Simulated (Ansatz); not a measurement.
Relaxed-ion elastic tensor of LiCl (zinc blende, F-43m) in GPa (Voigt order), r²SCAN (plane waves, PAW; program Ansatz); density 1.72 g/cm³, 20.43 Å³ per atom.

```
32.8  23.0  23.0   0.0   0.0   0.0
23.0  32.8  23.0   0.0   0.0   0.0
23.0  23.0  32.8   0.0   0.0   0.0
 0.0   0.0   0.0  14.1   0.0   0.0
 0.0   0.0   0.0   0.0  14.1   0.0
 0.0   0.0   0.0   0.0   0.0  14.1
```

Question: Is the crystal mechanically stable?

Answer: Yes: the smallest eigenvalue of C is 9.8 GPa.

Question: Work out the Voigt, Reuss and Hill averages.

Answer: K_V = 26.3, K_R = 26.3, K_H = 26.3; G_V = 10.4, G_R = 8.0, G_H = 9.2 GPa.

Question: Give Young's modulus, Poisson's ratio, Pugh's ratio and the universal anisotropy index.

Answer: E = 9KG/(3K + G) = 24.8 GPa; ν = 0.34; K/G = 2.85 (ductile by the Pugh limit of 1.75); A_U = 5G_V/G_R + K_V/K_R − 6 = 1.49.

Question: Estimate the sound speeds and the Debye temperature.

Answer: v_l = √((K + 4G/3)/ρ) = 4730 m/s, v_t = √(G/ρ) = 2310 m/s, mean 2600 m/s; Θ = (h/k)(3n/4πV)^(1/3) v_m = 283 K.

Question: Give the Zener ratio and Young's modulus along [100], [110] and [111].

Answer: A = 2C44/(C11 − C12) = 2.89; 1/E = S11 − 2(S11 − S12 − S44/2)Γ with Γ = 0, 1/4, 1/3 gives 13.8, 25.6, 35.9 GPa.

The start of the workflow was typed in or built on a structure type; neither database checked (COD, Materials Project) lists it. It is not the phase usual at ambient conditions (space group No. 225). The cell was relaxed with r²SCAN under the symmetry of its start; whether a distortion lowers the energy is not shown.

Potentials: the later of the program's two PAW sets.
